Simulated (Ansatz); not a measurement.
This TaVN₂ structure is the end of a relaxation. It was relaxed at this level from a Materials Project cell.

Computed with Ansatz 0.2.0, DFT PBE, scalar-relativistic, plane waves, PAW. Cutoff 420 eV, Γ-centred mesh, Gaussian smearing, collinear spin.

```
CELL_PARAMETERS angstrom
3.04888 0.00000 0.00000
0.00000 3.04888 0.00000
0.00000 0.00000 4.28620
ATOMIC_POSITIONS crystal
Ta 0.00000 0.00000 0.00000
V 0.50000 0.50000 0.50000
N 0.00000 0.00000 0.50000
N 0.50000 0.50000 0.00000
```

The zero of energy is the elements' standard structures at the same level (N₂ as a molecule); no fitted shifts are applied.

Question: What space group does it have?

Answer: P4/mmm (No. 123), with Ta and V ordered on rock salt sites. Conventional cell: a = 3.049 Å, c = 4.286 Å. Ta is surrounded by 6 N at 2.14–2.16 Å, 8 V at 3.04 Å and 4 Ta at 3.05 Å; around V lie 6 N at 2.14–2.16 Å, 8 Ta at 3.04 Å and 4 V at 3.05 Å; N on its first site has 2 Ta at 2.14 Å and 4 V at 2.16 Å; N on its second site has 2 V at 2.14 Å and 4 Ta at 2.16 Å.

Question: How far does it lie from the elements in energy?

Answer: −0.93 eV/atom. A negative formation energy is needed for stability but isn't enough: competing phases decide.

Question: Is it a metal?

Answer: Yes, bands cross the Fermi level on the 16×16×12 mesh.

Question: Which magnetic moments does it keep?

Answer: 0.27 μB per atom net, the space between the atoms included; by site: V 0.9 μB.

The last run used collinear spin, a 16×16×12 mesh (in the run's order of axes) for its 4-atom cell and Gaussian smearing of 0.10 eV. Spin–orbit coupling, which can matter for Ta, is left out. Another magnetic order may lie lower. Symmetry constrained the relaxation, so the result can be a saddle point.
